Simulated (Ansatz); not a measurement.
Structure search: one Mg₂InPtC₆N₆ candidate

These are results of DFT PBE, scalar-relativistic, plane waves, PAW (Ansatz), not measurements. Cutoff 420 eV, Gaussian smearing, Γ-centred meshes. Cell and atoms relax first on a coarse mesh and then on a finer one. In between, the cell is made exact in the group found at 0.06 Å. In metals the finer mesh still leaves noise of several meV/atom or more. The steps can't lower the symmetry of their start. No spin polarisation in the relaxation; trial moments died out in a coarse test.

The guess for Mg₂InPtC₆N₆ was made by a generator: cyanide-bridged rock-salt net of two metals, 2 guest cations a cell (Fm-3m, No. 225). Lengths were set from tabulated atomic sizes, so they are only a guess.

```
CELL_PARAMETERS angstrom
0.00000 5.18450 5.18450
5.18450 0.00000 5.18450
5.18450 5.18450 0.00000
ATOMIC_POSITIONS crystal
Mg 0.25000 0.25000 0.25000
Mg 0.75000 0.75000 0.75000
In 0.50000 0.50000 0.50000
Pt 0.00000 0.00000 0.00000
C 0.81512 0.18488 0.18488
C 0.18488 0.81512 0.18488
C 0.18488 0.18488 0.81512
C 0.18488 0.81512 0.81512
C 0.81512 0.18488 0.81512
C 0.81512 0.81512 0.18488
N 0.70229 0.29771 0.29771
N 0.29771 0.70229 0.29771
N 0.29771 0.29771 0.70229
N 0.29771 0.70229 0.70229
N 0.70229 0.29771 0.70229
N 0.70229 0.70229 0.29771
```

The zero of energy is the elements' standard structures at the same level (N₂ as a molecule); no fitted shifts are applied.

Question: Describe the relaxed structure.

Answer: The symmetry stays Fm-3m (No. 225). The volume per atom grows by 22.4 %, from 17.4 to 21.3 Å³. The shortest distance stays 1.17 Å (C–N). The energy falls by about 0.17 eV/atom (the start's value is from the coarse mesh). Conventional cell: a = 11.093 Å. Mg has 12 N at 3.95 Å and 12 C at 3.98 Å (long against covalent radii, as for large ions); around In lie 6 N at 2.29 Å; around Pt lie 6 C at 2.09 Å; C has 1 N at 1.17 Å, 1 Pt at 2.09 Å, 4 C at 2.96 Å, 1 In at 3.45 Å, 4 N at 3.87 Å and 4 Mg at 3.98 Å; N has 1 C at 1.17 Å, 1 In at 2.29 Å, 4 N at 3.24 Å, 1 Pt at 3.26 Å, 4 C at 3.87 Å and 4 Mg at 3.95 Å.

Space group Fm-3m (No. 225). a = 11.093 Å, b = 11.093 Å, c = 11.093 Å, α = 90.00°, β = 90.00°, γ = 90.00°
| atom | site | symmetry | x | y | z |
| --- | --- | --- | --- | --- | --- |
| Mg | 8c | -43m | 0.2500 | 0.7500 | 0.7500 |
| In | 4b | m-3m | 0.5000 | 0.0000 | 0.0000 |
| Pt | 4a | m-3m | 0.0000 | 0.0000 | 0.0000 |
| C | 24e | 4m.m | 0.1886 | 0.0000 | 0.0000 |
| N | 24e | 4m.m | 0.2938 | 0.0000 | 0.0000 |

Question: Give its energy and gap.

Answer: The formation energy is +0.60 eV/atom and the gap on the 6×6×6 mesh of the 16-atom cell is 0 eV (a metal).

A positive value: parting into the elements would lower its energy.

The last run used Gaussian smearing of 0.10 eV. Spin–orbit coupling, which can matter for Pt, is left out. The reference form of C is held partly by dispersion forces, which this level lacks. Symmetry constrained the relaxation, so the result can be a saddle point. In all, the 3 runs took 2.9 min on 1 thread of AMD EPYC 7B13 (Zen 3), on a shared host.
